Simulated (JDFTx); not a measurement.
## MoSi2(001) as an electrode

MoSi2(001) slab cut from bulk MoSi2 (space group I4/mmm, indices of the conventional cell, lattice of the Materials Project entry mp-2592, not re-optimised): 6 atoms in 6 planes, a 1x1 cell of 10.27 Å² (|a| = 3.204, |b| = 3.204 Å), 6.4 Å between the outermost planes, Si outermost, slab composition Mo2Si4, cell height 22.5 Å, 6×6×1 k mesh, Fermi smearing 0.01 Ha, no spin polarisation. Whether this polymorph is the ambient one wasn't checked.

All numbers are PBE, GBRV ultrasoft potentials, plane waves to 20/100 Ha results from a modified build of JDFTx, not measurements. Outer atoms relaxed in vacuum, keeping the start's symmetry. The same nuclei were then put into each liquid, at zero charge and at set potentials or charges. The model has bare, unreconstructed faces and no explicit solvent. SHE scale: U = −μ/e − 4.44 V, by convention. Convergence in thickness and k mesh wasn't tested for this slab.

In vacuum the work function is 4.47 eV, which would put the uncharged electrode at 0.03 V vs SHE if the liquid did nothing. Each liquid moves the Fermi level of the neutral slab, now counted from the bulk liquid: CANDLE, water, 1 M NaCl by 0.26 eV, to a potential of zero charge of -0.23 V; linear PCM (GLSSA13), water, 1 M NaCl by 0.21 eV, to a potential of zero charge of -0.18 V. The models of water differ by 0.05 V among themselves.

Charging:

```json
[
 {"liquid": "CANDLE, water", "U − U_pzc (V)": "0.13", "σ (μC/cm²)": "1.7", "σ/(U − U_pzc) (μF/cm²)": "13", "Δγ (mJ/m²)": "-1"},
 {"liquid": "CANDLE, water", "U − U_pzc (V)": "0.28", "σ (μC/cm²)": "3.6", "σ/(U − U_pzc) (μF/cm²)": "13", "Δγ (mJ/m²)": "-5"},
 {"liquid": "CANDLE, water", "U − U_pzc (V)": "0.68", "σ (μC/cm²)": "9.1", "σ/(U − U_pzc) (μF/cm²)": "13", "Δγ (mJ/m²)": "-30"},
 {"liquid": "linear PCM (GLSSA13), water", "U − U_pzc (V)": "-0.62", "σ (μC/cm²)": "-8.6", "σ/(U − U_pzc) (μF/cm²)": "14", "Δγ (mJ/m²)": "-27"},
 {"liquid": "linear PCM (GLSSA13), water", "U − U_pzc (V)": "0.58", "σ (μC/cm²)": "9.3", "σ/(U − U_pzc) (μF/cm²)": "16", "Δγ (mJ/m²)": "-26"}
]
```

The mean capacitance runs from 13 to 16 μF/cm². Δγ, the grand free energy per area against the neutral surface, is negative throughout, since charging at a held potential lowers it. The cavity function reaches one half at 3.0 Å (CANDLE, water), 2.4 Å (linear PCM (GLSSA13), water) above the top atoms; the models define their cavities differently. CANDLE's negatively charged runs are left out, as they depend on the cell height. No specific adsorption of ions or solvent is in these numbers.
